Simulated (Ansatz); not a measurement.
Put Cs2Rb in P-3m1 (No. 164): Cs on 2d and 2d; Rb on 2d. The guess for Cs2Rb was made by a generator: ordered superstructure of hcp (sublattice all; occupants of the shared sites, in ratio, Cs: 4, Rb: 2).

Level of theory: Ansatz, DFT PBE, scalar-relativistic, plane waves, PAW. Cutoff 420 eV, Γ-centred mesh, Gaussian smearing, no spin polarisation.

Formation energies are uncorrected and refer to the elements' standard structures at the same level.

Question: Give the relaxed lattice parameters and positions.

Answer:

Space group P-3m1 (No. 164). a = 5.336 Å, b = 5.336 Å, c = 25.942 Å, α = 90.00°, β = 90.00°, γ = 120.00°
```csv
atom,site,symmetry,x,y,z
Cs,2d,3m.,0.3333,0.6667,0.7392
Cs,2d,3m.,0.3333,0.6667,0.0869
Rb,2d,3m.,0.3333,0.6667,0.4240
```

Cs on its first site is surrounded by 3 Rb at 5.24 Å and 9 Cs at 5.34–5.46 Å; Cs on its second site has 12 Cs at 5.34–5.46 Å; around Rb lie 3 Rb at 5.00 Å, 3 Cs at 5.24 Å and 6 Rb at 5.34 Å. Another local minimum with the same sites may exist.

Question: And its energy and gap?

Answer: The formation energy is 0.00 eV/atom. The gap on the 12×12×2 mesh of the 6-atom cell is 0 eV (a metal). The formation energy is too near zero to say whether this cell lies below the elements.

The last run used Gaussian smearing of 0.10 eV. The k mesh leaves some 4 meV/atom of noise in the energy of each metallic cell. A structure relaxed within its symmetry needn't be a true minimum.
